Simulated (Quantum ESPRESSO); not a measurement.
MoSc4PtTiSn, one run as intended and one with a planted mistake

Computed values, not a measurement. The program is pw.x of Quantum ESPRESSO 7.5 (plane-wave density functional theory). The cell is made up: eight metal atoms on a hexagonal close-packed lattice, with elements, volume, strain and displacements drawn at random and not relaxed, so it may be unstable or far from any real phase. PseudoDojo standard norm-conserving files set the functional (PBE unless stated); there is no spin polarisation or spin-orbit coupling, the Fermi-Dirac width of 0.25 eV means electrons at about 2900 K, and the masses in the input are unused placeholders. The tin pseudopotential is less sure than most, with forces differing by about three percent from a second method on plain tin. Heavy elements are run without spin-orbit coupling, which real alloys of them have. A spin test at this wide smearing found no moment, but such smearing suppresses magnetism that the real alloy may have.

Intended input:

```
&control calculation='scf', pseudo_dir='./dojo.nc.sr.pbe.v0_5.standard.upf', outdir='./o', disk_io='minimal', tprnfor=.true., tstress=.true. /
&system ibrav=0, nat=8, ntyp=5, nbnd=68, ecutwfc=84.00895049, nosym=.true., tot_charge=0,
 occupations='smearing', smearing='fd', degauss=0.0183746611
/
&electrons conv_thr=1.470e-08, electron_maxstep=70, mixing_beta=0.5 /
ATOMIC_SPECIES
Mo 1.0 Mo.upf
Pt 1.0 Pt.upf
Sc 1.0 Sc.upf
Sn 1.0 Sn.upf
Ti 1.0 Ti.upf
CELL_PARAMETERS angstrom
3.035 0.048 0.0298
0.0831 5.4055 0.0289
0.097 0.0542 10.0103
ATOMIC_POSITIONS angstrom
Mo -0.1177 0.1315 0.1248
Sc 0.1236 -0.0589 5.0779
Sc -0.1048 1.9503 2.5126
Sc 0.1036 1.9753 7.5092
Pt 1.5717 2.9348 -0.002
Ti 1.6788 2.8172 5.1256
Sc 1.7355 4.3984 2.6332
Sn 1.5984 4.5744 7.6144
K_POINTS automatic
8 4 3 1 1 1
```

The log is shortened where brackets say so; the opening notice, blank lines, dates and the lines on written files are dropped, and the path of the files is cut. It prints rydbergs, bohrs and kilobars, and counts compression as positive stress. Its total energy is the free energy E - TS of the whole cell.

Log of the intended run:

```
     Program PWSCF v.7.5
     Parallel version (MPI & OpenMP), running on       4 processor cores
     Number of MPI processes:                 4
     Threads/MPI process:                     1
     [start-up lines left out]
     bravais-lattice index     =            0
     lattice parameter (alat)  =       5.7363  a.u.
     unit-cell volume          =    1107.8462 (a.u.)^3
     number of atoms/cell      =            8
     number of atomic types    =            5
     number of electrons       =       102.00
     number of Kohn-Sham states=           68
     kinetic-energy cutoff     =      84.0090  Ry
     charge density cutoff     =     336.0358  Ry
     scf convergence threshold =      1.5E-08
     mixing beta               =       0.5000
     number of iterations used =            8  plain     mixing
     Exchange-correlation= PBE
                           (   1   4   3   4   0   0   0)
     [axes and pseudopotential details left out]
   Cartesian axes
     site n.     atom                  positions (alat units)
         1        Mo     tau(   1) = (  -0.0387742   0.0433203   0.0411131  )
         2        Sc     tau(   2) = (   0.0407178  -0.0194036   1.6728239  )
         3        Sc     tau(   3) = (  -0.0345245   0.6424917   0.8277314  )
         4        Sc     tau(   4) = (   0.0341292   0.6507275   2.4737724  )
         5        Pt     tau(   5) = (   0.5177686   0.9668177  -0.0006589  )
         6        Ti     tau(   6) = (   0.5530508   0.9280764   1.6885378  )
         7        Sc     tau(   7) = (   0.5717296   1.4489747   0.8674609  )
         8        Sn     tau(   8) = (   0.5265645   1.5069547   2.5084287  )
     number of k points=    48  Fermi-Dirac smearing, width (Ry)=  0.0184
                       cart. coord. in units 2pi/alat
        k(    1) = (   0.0609329   0.0689935   0.0495760), wk =   0.0416667
        k(    2) = (   0.0629015   0.0700442  -0.1526089), wk =   0.0416667
     [further k points left out]
     Dense  grid:   115313 G-vectors     FFT dimensions: (  36,  60, 120)
     Estimated max dynamical RAM per process >     387.31 MB
     Estimated total dynamical RAM >       1.43 GB
     Initial potential from superposition of free atoms
     starting charge     101.9847, renormalised to     102.0000
     Starting wfcs are   79 randomized atomic wfcs
     total cpu time spent up to now is        7.4 secs
     per-process dynamical memory:   296.9 Mb
     Self-consistent Calculation
     iteration #  1     ecut=    84.01 Ry     beta= 0.50
     Davidson diagonalization with overlap
     ethr =  1.00E-02,  avg # of iterations =  2.3
     total cpu time spent up to now is       20.8 secs
     total energy              =   -1056.13371631 Ry
     estimated scf accuracy    <      13.18160005 Ry
     iteration #  2     ecut=    84.01 Ry     beta= 0.50
     Davidson diagonalization with overlap
     ethr =  1.00E-02,  avg # of iterations =  5.7
     total cpu time spent up to now is       40.8 secs
     total energy              =   -1061.48393273 Ry
     estimated scf accuracy    <     172.29090615 Ry
     [iterations 3 to 30 left out]
     iteration # 31     ecut=    84.01 Ry     beta= 0.50
     Davidson diagonalization with overlap
     ethr =  4.18E-11,  avg # of iterations =  1.6
     total cpu time spent up to now is      381.4 secs
     total energy              =   -1065.29954977 Ry
     estimated scf accuracy    <       0.00000003 Ry
     iteration # 32     ecut=    84.01 Ry     beta= 0.50
     Davidson diagonalization with overlap
     ethr =  2.56E-11,  avg # of iterations =  1.2
     total cpu time spent up to now is      393.6 secs
     End of self-consistent calculation
     [lines on levels left out]
!    total energy              =   -1065.29954977 Ry
     estimated scf accuracy    <          7.8E-10 Ry
     smearing contrib. (-TS)   =      -0.15247507 Ry
     internal energy E=F+TS    =   -1065.14707470 Ry
     The total energy is F=E-TS. E is the sum of the following terms:
     one-electron contribution =    -379.17557857 Ry
     hartree contribution      =     229.05459604 Ry
     xc contribution           =    -194.54336253 Ry
     ewald contribution        =    -720.48272964 Ry
     convergence has been achieved in  32 iterations
     Forces acting on atoms (cartesian axes, Ry/au):
     atom    1 type  1   force =     0.00302239   -0.00566788   -0.01409468
     atom    2 type  3   force =    -0.00623637    0.02544900    0.00902486
     atom    3 type  3   force =     0.03068413   -0.05991711   -0.04192530
     atom    4 type  3   force =     0.00314663   -0.02299513    0.05535074
     atom    5 type  2   force =    -0.00519207   -0.00867113    0.02181501
     atom    6 type  5   force =    -0.01219730   -0.01360775   -0.01848518
     atom    7 type  3   force =    -0.01979912    0.06322275   -0.04404780
     atom    8 type  4   force =     0.00657170    0.02218724    0.03236235
     Total force =     0.141652     Total SCF correction =     0.000133
     Computing stress (Cartesian axis) and pressure
          total   stress  (Ry/bohr**3)                   (kbar)     P=      -17.94
   0.00006111  -0.00012526  -0.00001646            8.99      -18.43       -2.42
  -0.00012526  -0.00006123  -0.00000065          -18.43       -9.01       -0.10
  -0.00001646  -0.00000065  -0.00036566           -2.42       -0.10      -53.79
     init_run     :      6.20s CPU      6.49s WALL (       1 calls)
     electrons    :    376.94s CPU    386.17s WALL (       1 calls)
     forces       :      2.36s CPU      2.39s WALL (       1 calls)
     stress       :      8.53s CPU      8.54s WALL (       1 calls)
     [timing details left out]
     PWSCF        :   6m34.98s CPU   6m44.62s WALL
     JOB DONE.
```

A second run has one planted mistake: the cell and the positions are scaled by a wrong factor. The input lines that differ:

```
- 3.035 0.048 0.0298
- 0.0831 5.4055 0.0289
- 0.097 0.0542 10.0103
+ 3.0945 0.0489 0.0304
+ 0.0847 5.5114 0.0295
+ 0.0989 0.0553 10.2065
- Mo -0.1177 0.1315 0.1248
- Sc 0.1236 -0.0589 5.0779
- Sc -0.1048 1.9503 2.5126
- Sc 0.1036 1.9753 7.5092
- Pt 1.5717 2.9348 -0.002
- Ti 1.6788 2.8172 5.1256
- Sc 1.7355 4.3984 2.6332
- Sn 1.5984 4.5744 7.6144
+ Mo -0.12 0.1341 0.1272
+ Sc 0.126 -0.0601 5.1774
+ Sc -0.1069 1.9885 2.5618
+ Sc 0.1056 2.014 7.6564
+ Pt 1.6025 2.9923 -0.002
+ Ti 1.7117 2.8724 5.2261
+ Sc 1.7695 4.4846 2.6848
+ Sn 1.6297 4.6641 7.7636
```

Its log:

```
     Program PWSCF v.7.5
     Parallel version (MPI & OpenMP), running on       4 processor cores
     Number of MPI processes:                 4
     Threads/MPI process:                     1
     [start-up lines left out]
     bravais-lattice index     =            0
     lattice parameter (alat)  =       5.8488  a.u.
     unit-cell volume          =    1174.2678 (a.u.)^3
     number of atoms/cell      =            8
     number of atomic types    =            5
     number of electrons       =       102.00
     number of Kohn-Sham states=           68
     kinetic-energy cutoff     =      84.0090  Ry
     charge density cutoff     =     336.0358  Ry
     scf convergence threshold =      1.5E-08
     mixing beta               =       0.5000
     number of iterations used =            8  plain     mixing
     Exchange-correlation= PBE
                           (   1   4   3   4   0   0   0)
     [axes and pseudopotential details left out]
   Cartesian axes
     site n.     atom                  positions (alat units)
         1        Mo     tau(   1) = (  -0.0387718   0.0433274   0.0410981  )
         2        Sc     tau(   2) = (   0.0407104  -0.0194182   1.6728079  )
         3        Sc     tau(   3) = (  -0.0345392   0.6424805   0.8277126  )
         4        Sc     tau(   4) = (   0.0341192   0.6507195   2.4737680  )
         5        Pt     tau(   5) = (   0.5177646   0.9668063  -0.0006462  )
         6        Ti     tau(   6) = (   0.5530469   0.9280669   1.6885428  )
         7        Sc     tau(   7) = (   0.5717220   1.4489655   0.8674537  )
         8        Sn     tau(   8) = (   0.5265529   1.5069616   2.5084041  )
     number of k points=    48  Fermi-Dirac smearing, width (Ry)=  0.0184
                       cart. coord. in units 2pi/alat
        k(    1) = (   0.0609335   0.0689944   0.0495760), wk =   0.0416667
        k(    2) = (   0.0629032   0.0700464  -0.1526099), wk =   0.0416667
     [further k points left out]
     Dense  grid:   122147 G-vectors     FFT dimensions: (  36,  64, 120)
     Estimated max dynamical RAM per process >     409.50 MB
     Estimated total dynamical RAM >       1.51 GB
     Initial potential from superposition of free atoms
     starting charge     101.9847, renormalised to     102.0000
     Starting wfcs are   79 randomized atomic wfcs
     total cpu time spent up to now is        7.2 secs
     per-process dynamical memory:   314.1 Mb
     Self-consistent Calculation
     iteration #  1     ecut=    84.01 Ry     beta= 0.50
     Davidson diagonalization with overlap
     ethr =  1.00E-02,  avg # of iterations =  2.3
     total cpu time spent up to now is       22.2 secs
     total energy              =   -1056.79988143 Ry
     estimated scf accuracy    <      12.18539882 Ry
     iteration #  2     ecut=    84.01 Ry     beta= 0.50
     Davidson diagonalization with overlap
     ethr =  1.00E-02,  avg # of iterations =  5.7
     total cpu time spent up to now is       44.8 secs
     total energy              =   -1061.69233582 Ry
     estimated scf accuracy    <     166.82172620 Ry
     [iterations 3 to 31 left out]
     iteration # 32     ecut=    84.01 Ry     beta= 0.50
     Davidson diagonalization with overlap
     ethr =  2.70E-10,  avg # of iterations =  2.3
     total cpu time spent up to now is      455.2 secs
     total energy              =   -1065.28157027 Ry
     estimated scf accuracy    <       0.00000101 Ry
     iteration # 33     ecut=    84.01 Ry     beta= 0.50
     Davidson diagonalization with overlap
     ethr =  2.70E-10,  avg # of iterations =  1.0
     total cpu time spent up to now is      466.3 secs
     End of self-consistent calculation
     [lines on levels left out]
!    total energy              =   -1065.28157030 Ry
     estimated scf accuracy    <       0.00000001 Ry
     smearing contrib. (-TS)   =      -0.16124120 Ry
     internal energy E=F+TS    =   -1065.12032909 Ry
     The total energy is F=E-TS. E is the sum of the following terms:
     one-electron contribution =    -400.26328704 Ry
     hartree contribution      =     236.00831641 Ry
     xc contribution           =    -194.23129858 Ry
     ewald contribution        =    -706.63405989 Ry
     convergence has been achieved in  33 iterations
     Forces acting on atoms (cartesian axes, Ry/au):
     atom    1 type  1   force =     0.00166928   -0.00803061   -0.01215506
     atom    2 type  3   force =    -0.00572859    0.02090814    0.01023074
     atom    3 type  3   force =     0.02956745   -0.05551688   -0.04135613
     atom    4 type  3   force =     0.00277362   -0.01684215    0.05254330
     atom    5 type  2   force =    -0.00267286   -0.00539668    0.01989383
     atom    6 type  5   force =    -0.01110635   -0.01028871   -0.01670523
     atom    7 type  3   force =    -0.02001721    0.05867537   -0.04307986
     atom    8 type  4   force =     0.00551466    0.01649152    0.03062841
     Total force =     0.131866     Total SCF correction =     0.000506
     Computing stress (Cartesian axis) and pressure
          total   stress  (Ry/bohr**3)                   (kbar)     P=      -59.75
  -0.00023199  -0.00011200  -0.00001903          -34.13      -16.48       -2.80
  -0.00011200  -0.00034693   0.00000232          -16.48      -51.04        0.34
  -0.00001903   0.00000232  -0.00063958           -2.80        0.34      -94.09
     init_run     :      6.79s CPU      7.06s WALL (       1 calls)
     electrons    :    448.49s CPU    459.10s WALL (       1 calls)
     forces       :      2.03s CPU      2.06s WALL (       1 calls)
     stress       :      7.12s CPU      7.13s WALL (       1 calls)
     [timing details left out]
     PWSCF        :   7m44.59s CPU   7m55.57s WALL
     JOB DONE.
```

|  | intended run | run with the mistake |
| --- | --- | --- |
| free energy (eV) | -14494.139 | -14493.894 |
| entropy term -TS, part of it (eV) | -2.075 | -2.194 |
| pressure (GPa) | -1.79 | -5.97 |
| size of the largest force component (eV/Å) | 1.626 | 1.509 |
| largest change of a force component (eV/Å) |  | 0.158 |
| iterations | 32 | 33 |

For scale, a rerun of the intended cell at a higher cutoff and on a denser mesh moved values by no more than 0.003 eV in energy, 0.03 GPa in stress and 0.012 eV/Å in force, and a second program with other atomic files agreed on that cell to 2 % rms in force and 0.5 GPa in pressure.